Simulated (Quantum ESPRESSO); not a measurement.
Space group Fm-3m (No. 225); a = 4.187 Å, b = 4.187 Å, c = 4.187 Å, α = 90.00°, β = 90.00°, γ = 90.00°

```
atom  site  symmetry       x       y       z
----  ----  --------  ------  ------  ------
Be      8c      -43m  0.2500  0.2500  0.2500
C       4a      m-3m  0.0000  0.0000  0.0000
```
(The calculation used a cell of 3 atoms; values per cell refer to that cell.)

The PBEsol cell relaxed from Materials Project entry mp-1569 was given an isotropic strain of -3 % on all lattice vectors, and the atoms were relaxed again.

### Question
What does PBEsol (Quantum ESPRESSO, PseudoDojo norm-conserving, 88 Ry, no spin-orbit coupling) give for the electronic structure near the Fermi level?

### Answer
The PBEsol gap is indirect, 1.12 eV, from Γ to X; the smallest direct gap is 4.31 eV.
